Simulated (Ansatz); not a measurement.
Relaxed TiTe2 (CdI2 type):

```
TiTe2
1.0
    3.78396     0.00000     0.00000
   -1.89198     3.27701     0.00000
    0.00000     0.00000     6.60161
Ti Te
1 2
Cartesian
  0.00000   0.00000   0.00000
  0.00000   2.18467   1.69563
  1.89198   1.09234   4.90599
```

Level of theory: r2SCAN+rVV10 (plane waves to 500 eV, PAW, scalar-relativistic; Ansatz, a first-principles code). k mesh 11×11×6 (Γ-centred), Fermi-Dirac smearing 0.05 eV. With partly filled bands, energies and forces of such displacements shift with the k mesh and the smearing. Spin-orbit coupling is left out, though Te is heavy. TiTe2 is run without spin polarisation. TiTe2 was relaxed with its symmetry unable to fall.

One atom of the cell was then moved (with its periodic images), all else fixed, and the forces (eV/Å) came out as:

| atom | Fx | Fy | Fz |
|---|---|---|---|
| Ti1 | 0.000 | 0.000 | 3.753 |
| Te2 | 0.000 | 0.000 | -1.609 |
| Te3 | 0.000 | 0.000 | -2.144 |

Question: Which atom was moved, and by which vector (Å)?

Answer: Ti1, by (0.00, 0.00, -0.33), 0.33 Å in all.

(A displaced cell: forces are minus the slopes of the energy, force constants its curvatures, and phonons follow from these.)
